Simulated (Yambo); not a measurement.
Yambo run on SrO (rock salt, space group Fm-3m, No. 225). The wavefunctions come from this Quantum ESPRESSO step (PBEsol, PseudoDojo standard norm-conserving files, fully relativistic):

```
&CONTROL
  calculation = 'nscf'
  pseudo_dir = './pseudo'
  outdir = './out'
/
&SYSTEM
  ibrav = 0
  nat = 2
  ntyp = 2
  ecutwfc = 84.0
  ecutrho = 336.0
  occupations = 'fixed'
  force_symmorphic = .true.
  nbnd = 131
  noncolin = .true.
  lspinorb = .true.
/
&ELECTRONS
  conv_thr = 2e-09
  diago_full_acc = .true.
  diago_thr_init = 1e-08
/
ATOMIC_SPECIES
O 15.9990 O.upf
Sr 87.6200 Sr.upf
CELL_PARAMETERS angstrom
  0.000000000000   2.559451693000   2.559451693000
  2.559451693000   0.000000000000   2.559451693000
  2.559451693000   2.559451693000   0.000000000000
ATOMIC_POSITIONS crystal
O   0.000000000000   0.000000000000   0.000000000000
Sr   0.500000000000   0.500000000000   0.500000000000
K_POINTS automatic
4 4 4 0 0 0
```

Yambo input:

```
rim_cut
gw0
dyson
el_el_corr
HF_and_locXC
ppa
em1d
RandQpts= 1000000
RandGvec= 1 Ry
EXXRLvcs= 84 Ry
VXCRLvcs= 336 Ry
Chimod= "HARTREE"
% BndsRnXp
 1 | 130 |
%
NGsBlkXp= 8 Ry
% LongDrXp
 1.0 | 1.0 | 1.0 |
%
PPAPntXp= 27.2114 eV
% GbndRnge
 1 | 130 |
%
GTermKind= "BG"
DysSolver= "n"
ExtendOut
% QPkrange
 1 | 1 | 16 | 17 |
 3 | 3 | 16 | 17 |
 7 | 7 | 14 | 18 |
 8 | 8 | 16 | 17 |
%
```

k points by index: 1 = Γ, 3 = L, 7 = X, 8 = W.

The o-*.qp file then holds:

```
#    K-point    Band    Eo [eV]    E [eV]    E-Eo [eV]    Vxc [eV]    Vnlxc [eV]    Sc|Eo [eV]    Sc|E [eV]    dSc/dw|Eo [eV]    Re(Z)    Im(Z)
#
    1    16    0.000000    -0.980903    -0.980903    -18.77580    -24.09280    4.075868    4.336101    -7.218320    0.790344    -0.001199
    1    17    3.937645    4.584732    0.647087    -10.36384    -5.837035    -3.765594    -3.879720    -4.798645    0.850088    -0.889368E-3
    3    16    -1.163406    -2.225970    -1.062564    -17.19347    -22.65204    4.074991    4.396003    -8.191286    0.768278    -0.016335
    3    17    6.561698    7.819799    1.258101    -14.11372    -8.854892    -3.735626    -4.000725    -5.733451    0.825967    -0.894317E-3
    7    14    -0.120556    -1.144815    -1.024258    -18.60336    -23.97078    4.073810    4.343161    -7.155008    0.791800    -0.001200
    7    15    -0.047286    -1.059914    -1.012628    -18.65004    -23.95687    4.028605    4.294195    -7.136122    0.792236    -0.001193
    7    16    -0.047286    -1.059914    -1.012628    -18.65004    -23.95687    4.028605    4.294195    -7.136122    0.792236    -0.001193
    7    17    3.180486    4.033764    0.853278    -9.540589    -4.766598    -3.778407    -3.920712    -4.537744    0.857074    -0.860656E-3
    7    18    3.180486    4.033764    0.853278    -9.540589    -4.766598    -3.778407    -3.920712    -4.537744    0.857074    -0.860656E-3
    8    16    -0.384286    -1.478182    -1.093897    -17.79649    -23.03592    3.865678    4.145537    -6.960918    0.796298    -0.001199
    8    17    5.982998    7.062403    1.079405    -11.47769    -6.236026    -3.960514    -4.162263    -5.085548    0.842537    -0.972710E-3
```
(The two width columns are left out.) Convergence of these settings isn't established.

Geometry relaxed with PBEsol.
